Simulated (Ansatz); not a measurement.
LaAl2Ge2:
```
CELL_PARAMETERS angstrom
      4.29385     0.00000     0.00000
     -2.14692     3.71858     0.00000
      0.00000     0.00000     7.04748
ATOMIC_POSITIONS crystal
  La 0.00000 0.00000 0.00000
  Al 0.66667 0.33333 0.36424
  Al 0.33333 0.66667 0.63576
  Ge 0.66667 0.33333 0.72725
  Ge 0.33333 0.66667 0.27275
```

Relaxed with r²SCAN. Special points in fractions of this cell's reciprocal vectors: Γ (0.000, 0.000, 0.000); M (0.500, 0.000, 0.000); K (0.333, 0.333, 0.000); A (0.000, 0.000, 0.500); L (0.500, 0.000, 0.500); H (0.333, 0.333, 0.500).

Question: List the band energies nearest the Fermi level at these points for plane-wave PAW r²SCAN (Ansatz code).

Answer: In eV from the Fermi level; about four levels below and three above (degenerate sets whole), none deeper than 8.9 eV; points with the same levels are listed once.

```
k                          below           above
-  -----------------------------  --------------
Γ        -0.92 -0.74 -0.74 -0.23  0.42 1.00 1.00
M        -3.06 -2.90 -2.43 -1.03  1.39 1.76 1.82
K        -5.06 -2.70 -2.70 -2.47  1.41 1.55 1.55
A  -2.01 -2.01 -1.76 -1.76 -0.59  0.45 0.69 0.69
L        -1.58 -1.29 -0.82 -0.09  1.50 1.85 2.00
H        -4.51 -3.51 -2.68 -2.68  0.62 0.62 1.61
```

Space group P-3m1. The workflow started from a Materials Project entry (that database holds measured and hypothetical structures alike); the Crystallography Open Database files this formula in space group No. 164, but the cells were not matched. Whether it is the stable phase at ambient conditions was not checked. Symmetry was held in the r²SCAN relaxation; whether a distortion lowers the energy is not shown. Scalar-relativistic: spin–orbit coupling is off unless named, which matters more the heavier the elements.

Potentials: the earlier of the program's two PAW sets.
